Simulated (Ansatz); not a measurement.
Relaxed-ion elastic tensor of V3Si (A15 (Cr3Si type), space group No. 223) in GPa (Voigt order), plane-wave PAW PBEsol (Ansatz code); density 5.98 g/cm³, 12.56 Å³ per atom.

```
 318   154   154   0.0   0.0   0.0
 154   318   154   0.0   0.0   0.0
 154   154   318   0.0   0.0   0.0
 0.0   0.0   0.0  83.4   0.0   0.0
 0.0   0.0   0.0   0.0  83.4   0.0
 0.0   0.0   0.0   0.0   0.0  83.4
```

### Question
Is the crystal mechanically stable?

### Answer
Yes: the smallest eigenvalue of C is 83.4 GPa.

### Question
Work out the Voigt, Reuss and Hill averages.

### Answer
K_V = 208, K_R = 208, K_H = 208; G_V = 82.8, G_R = 82.8, G_H = 82.8 GPa.

### Question
Give Young's modulus, Poisson's ratio, Pugh's ratio and the universal anisotropy index.

### Answer
E = 9KG/(3K + G) = 219 GPa; ν = 0.32; K/G = 2.52 (ductile by the Pugh limit of 1.75); A_U = 5G_V/G_R + K_V/K_R − 6 = 0.00.

### Question
Estimate the sound speeds and the Debye temperature.

### Answer
v_l = √((K + 4G/3)/ρ) = 7300 m/s, v_t = √(G/ρ) = 3720 m/s, mean 4170 m/s; Θ = (h/k)(3n/4πV)^(1/3) v_m = 534 K.

### Question
Give the Zener ratio and Young's modulus along [100], [110] and [111].

### Answer
A = 2C44/(C11 − C12) = 1.02; 1/E = S11 − 2(S11 − S12 − S44/2)Γ with Γ = 0, 1/4, 1/3 gives 217, 220, 221 GPa.

### Question
Solve the Christoffel equation for the three sound speeds along [100], [110], [111].

### Answer
Eigenvalues of C_ijkl n_j n_l equal ρv². In km/s, slowest first: [100] 3.73, 3.73, 7.29; [110] 3.70, 3.73, 7.30; [111] 3.71, 3.71, 7.31.

Space group Pm-3n (A15 (Cr3Si type)). The cell was relaxed with PBEsol under the symmetry of its start. The workflow began spin-polarised and lost its moments. As this level gives no gap, shear constants depend on the k-mesh and smearing (Fermi–Dirac, 0.1 eV here).

Potentials: the later of the program's two PAW sets.
